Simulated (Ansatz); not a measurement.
According to the program Ansatz at the PBE+D3(BJ) level (PAW), BP in the orthorhombic phase (Pnma; B on 4c, P on 4c) relaxes to a = 6.204 Å, b = 3.214 Å, c = 5.363 Å. Against the elements it lies at -153 meV/atom, with no fitted shifts.

It is gapped at this level: 0.68 eV (indirect). The hole mass is 0.20, 0.52, 0.89 mₑ (principal values).

The bulk modulus is 128 GPa.

The start of the workflow was typed in or built on a structure type; neither database checked (COD, Materials Project) lists it. It is not the phase usual at ambient conditions (space group No. 216). Symmetry was held in the PBE+D3(BJ) relaxation; whether a distortion lowers the energy is not shown. The volume moved by 24 % from the start of the relaxation. The references are the lowest solids computed at this level, not always the standard phases.

Potentials: the earlier of the program's two PAW sets.
